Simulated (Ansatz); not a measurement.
**Relaxing a structure of NbSi**

The start is a relaxed NbSi cell shaken by Gaussian noise of σ = 0.08 Å a coordinate. A full variable-cell relaxation at zero pressure is run with r2SCAN (plane waves to 500 eV, PAW, scalar-relativistic; Ansatz, a first-principles code). First-step values are on the input's coarse k-mesh.

Ansatz input (later rounds restart from its end on a renewed k-mesh):
Ansatz 0.2 input:
```yaml
crystal:
  lattice:
    - [5.0436992693, 0, 0]
    - [0, 5.0436992693, 0]
    - [0, 0, 5.0436992693]
  atoms:
    - { symbol: Nb, position: [0.1161452029, 0.1334941072, 0.1146635847] }
    - { symbol: Nb, position: [0.6299141155, 0.3383685452, 0.8796675705] }
    - { symbol: Nb, position: [0.8632999997, 0.6172732173, 0.3725464582] }
    - { symbol: Nb, position: [0.381421158, 0.8841380645, 0.6379494476] }
    - { symbol: Si, position: [0.8210928012, 0.8242710569, 0.8443631444] }
    - { symbol: Si, position: [0.3215292627, 0.6390616518, 0.120792605] }
    - { symbol: Si, position: [0.139347945, 0.3423544905, 0.6502308024] }
    - { symbol: Si, position: [0.6551076369, 0.1593308212, 0.3670717118] }
basis: { ecutwfc: 500, ecutrho_ratio: 4, xc_grid: 4, fft_grid_basis: typed }
kpoints: { mp_grid: { grid: [5, 5, 5] } }
hamiltonian:
  xc: r2scan
  dispersion: none
  pseudopotentials: { kind: paw }
scf: { occupations: { method: fermi_dirac, width: 0.05 } }
relax: { f_tol: 0.01, max_steps: 100, cell: { stress_tol: 0.02 } }
output: { forces: true, stress: true }
```

* **Initial pressure**: +5 GPa (positive: the cell is compressed)
* **Energy released**: 0.13 eV/atom
* **Relative to the parent**: It returns to the parent structure, P2₁3 (No. 198)
* **Shortest distances (start → end)**: The closest pairs of elements (up to four, under 3.6 Å), start → end: Nb–Si 2.39 → 2.56 Å; Nb–Nb 2.88 → 3.10 Å; Si–Si 2.95 → 3.11 Å
* **Band gap at the end**: no gap (metallic)
* **Optimiser moves**: 5

It ends as:

Space group P2₁3 (No. 198); a = 5.0438 Å, b = 5.0438 Å, c = 5.0438 Å, α = 90.00°, β = 90.00°, γ = 90.00°

```csv
atom,site,symmetry,x,y,z
Nb,4a,.3.,0.6394,0.6394,0.6394
Si,4a,.3.,0.3468,0.3468,0.3468
```

Final values are on a 9×9×9 k-mesh of the relaxed cell. No spin polarisation in the result.

The relaxed structure here is a generated cell of NbSi: the first start was made by placing the elements on the sites of a structure type, and the end was not matched to a known phase here, so it may be hypothetical.
